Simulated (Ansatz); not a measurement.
AlV₂C in space group P6_3/mmc (No. 194; Al on 2d, V on 4f, C on 2a), plane-wave PAW PBE (Ansatz code), all energies at zero smearing, with the estimated change up to a 700 eV cutoff added, with one set of potentials and settings (totals compare only within such a set). Cell of 8 atoms (2 Al, 4 V, 2 C): -13230.788 eV.

```json
[
 {"element": "Al", "reference phase": "Fm-3m, 1 atoms in the cell", "E (eV/atom)": "-537.5049"},
 {"element": "V", "reference phase": "Im-3m, 1 atoms in the cell", "E (eV/atom)": "-2912.4140"},
 {"element": "C", "reference phase": "P6_3/mmc, 4 atoms in the cell", "E (eV/atom)": "-250.9479"}
]
```

Formation energy per atom, worked out: (-13230.788 − 2×(-537.5049) − 4×(-2912.4140) − 2×(-250.9479))/8 = -0.528 eV/atom (-51 kJ per mol of atoms), at 0 K, without zero-point energy or fitted corrections.

The cell was relaxed with PBE under the symmetry of its start. The workflow began spin-polarised and lost its moments. The references are the lowest solids computed at this level, not always the standard phases.

Potentials: the later of the program's two PAW sets.
